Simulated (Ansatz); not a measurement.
A relaxed cell of La₂Os is given with its symmetry left out. The cell was found from a structure generator's guess, not taken from experiment.

Level of theory: Ansatz, DFT PBE, scalar-relativistic, plane waves, PAW. Cutoff 420 eV, Γ-centred mesh, Gaussian smearing, no spin polarisation.

```cif
data_structure
_symmetry_space_group_name_H-M 'P 1'
_symmetry_Int_Tables_number 1
_cell_length_a 4.2561
_cell_length_b 4.2561
_cell_length_c 6.5150
_cell_angle_alpha 90.000
_cell_angle_beta 90.000
_cell_angle_gamma 120.000
_cell_volume 102.20
loop_
_atom_site_label
_atom_site_type_symbol
_atom_site_fract_x
_atom_site_fract_y
_atom_site_fract_z
_atom_site_occupancy
La1 La 0.33333 0.66667 0.22409 1
La2 La 0.66667 0.33333 0.77591 1
Os1 Os 0.00000 0.00000 0.00000 1
```

Energies over the elements count from the elements' standard structures at the same level, with no fitted energy shifts.

(1) Find its symmetry and describe it.

(2) What is its formation energy per atom?

(3) Is it a metal?

Answers

(1) P-3m1 (No. 164), the cadmium iodide type. Conventional cell: a = 4.256 Å, c = 6.515 Å. La is surrounded by 3 Os at 2.86 Å, 3 La at 3.82 Å and 9 La at 4.26–4.35 Å; around Os lie 6 La at 2.86 Å.

(2) −0.06 eV/atom. It lies below the elements, which doesn't yet make it stable against other compounds or structures.

(3) Yes, bands cross the Fermi level on the 12×12×8 mesh.

The last run used a 12×12×8 mesh (in the run's order of axes) for its 3-atom cell and Gaussian smearing of 0.10 eV. Spin–orbit coupling, which can matter for Os, is left out. A structure relaxed within its symmetry needn't be a true minimum.
